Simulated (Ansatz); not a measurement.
A scan (energy over volume and axial ratio; atoms clamped) gave these values. These are r2SCAN (plane waves to 500 eV, PAW, scalar-relativistic; Ansatz, a first-principles code) values and carry that method's errors.

| Item | Result |
|---|---|
| Shear modulus C′ = (C11 − C12)/2 (fit, atoms clamped) | 86 GPa |

Question: Of these crystals, all scanned alike, which one is it?
A. BaF₂ (fluorite)
B. HfN (rock salt)
C. CdTe (zinc blende)
D. CaO (rock salt)

Answer: D, CaO (rock salt). The others have, for the shear modulus C′ = (C11 − C12)/2: HfN 236 GPa, CdTe 8 GPa, BaF2 25 GPa

All were relaxed with their symmetry unable to fall. HfN is run without spin polarisation. Spin-orbit coupling is left out.

(A scan under strain: stresses follow from slopes of the energy per volume, elastic moduli from its curvatures.)
